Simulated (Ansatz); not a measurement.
Computed energy over volume and axial ratio: ZrO2 (fluorite)

ZrO2 (fluorite)

```
CELL_PARAMETERS angstrom
      0.00000     2.54467     2.54467
      2.54467     0.00000     2.54467
      2.54467     2.54467     0.00000
ATOMIC_POSITIONS crystal
  Zr 0.00000 0.00000 0.00000
  O  0.25000 0.25000 0.25000
  O  0.75000 0.75000 0.75000
```

The relaxed cell is deformed in two ways at once: its volume V is scaled, and at that volume it is stretched along z (the c axis of the conventional cell) so that c/a changes. Fractional atomic positions are held.

These are r2SCAN (plane waves to 500 eV, PAW, scalar-relativistic; Ansatz, an electronic-structure program) values and carry that method's errors. k mesh 11×11×11 (Γ-centred), Fermi-Dirac smearing 0.05 eV. The energy includes the smearing's −TS. Stress and pressure are positive under compression. This is a high-temperature form of ZrO2. ZrO2 is run without spin polarisation. ZrO2 was relaxed with its symmetry unable to fall. The zero of ΔE is the relaxed starting cell.

ΔE (meV/atom), with V/V₀ across and (c/a)/(c/a)₀ down:

```tsv
(c/a)/(c/a)₀ \ V/V₀	0.920	0.947	0.973	1.000	1.027	1.053	1.080
0.960	83.0	45.3	24.2	17.5	23.4	40.1	66.4
0.973	72.9	35.3	14.3	7.7	13.6	30.5	56.9
0.987	67.0	29.4	8.5	1.9	7.9	24.8	51.2
1.000	65.0	27.5	6.6	0.0	6.0	22.9	49.4
1.013	66.9	29.4	8.4	1.8	7.8	24.7	51.2
1.027	72.5	34.9	13.9	7.3	13.2	30.1	56.5
1.040	81.7	44.0	22.9	16.3	22.1	38.9	65.3
```

σzz − σxx (GPa), with V/V₀ across and (c/a)/(c/a)₀ down:

```tsv
(c/a)/(c/a)₀ \ V/V₀	0.920	0.947	0.973	1.000	1.027	1.053	1.080
0.960	20.9	20.2	19.4	18.8	18.1	17.5	16.9
0.973	13.8	13.3	12.9	12.4	12.0	11.6	11.2
0.987	6.9	6.6	6.4	6.2	6.0	5.8	5.6
1.000	0.0	0.0	0.0	0.0	0.0	0.0	0.0
1.013	-6.8	-6.6	-6.3	-6.1	-5.9	-5.7	-5.5
1.027	-13.5	-13.0	-12.6	-12.2	-11.8	-11.4	-11.0
1.040	-20.2	-19.5	-18.8	-18.2	-17.6	-17.0	-16.5
```

Derived quantities:

The shear modulus C′ = (C11 − C12)/2 (fit, atoms clamped) comes out as 230 GPa. Lowest place on the grid: V/V₀ = 1.000, (c/a)/(c/a)₀ = 1.000 (0.0 meV/atom). Highest place on the grid: V/V₀ = 0.920, (c/a)/(c/a)₀ = 0.960 (83.0 meV/atom).

(A scan under strain: stresses follow from slopes of the energy per volume, elastic moduli from its curvatures.)
